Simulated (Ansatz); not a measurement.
NbAs (CsCl type, Pm-3m) at seven volumes, plane-wave PAW r²SCAN (Ansatz code), scaled uniformly. One row is withheld.

| V (Å³/atom) | P (GPa) |
|---|---|
| 15.027 | ? |
| 15.522 | 12.35 |
| 16.018 | 5.69 |
| 16.513 | 0.00 |
| 17.009 | -4.84 |
| 17.504 | -8.96 |
| 17.999 | -12.46 |

### Question
Fit the shown pressures and predict the withheld one.

### Answer
P = (3/2)B₀(x^(7/2) − x^(5/2))[1 + (3/4)(B′ − 4)(x − 1)] with x = (V₀/V)^(2/3). Least squares on the six rows gives V₀ = 16.513 Å³/atom, B₀ = 174 GPa, B′ = 4.35. At V = 15.027, x = 1.0649 and P = 20.15 GPa. The run itself gave 20.17 GPa.

A made-up cell: these elements were put on the sites of a structure type; neither database checked (COD, Materials Project) lists it. COD files the formula under space group No. 109, so this cell is another polymorph or a model. Its standing as an ambient phase is unchecked. The cell was relaxed with r²SCAN under the symmetry of its start; its stability against distortions is not shown here. The run is not spin-polarised.

Potentials: the earlier of the program's two PAW sets.
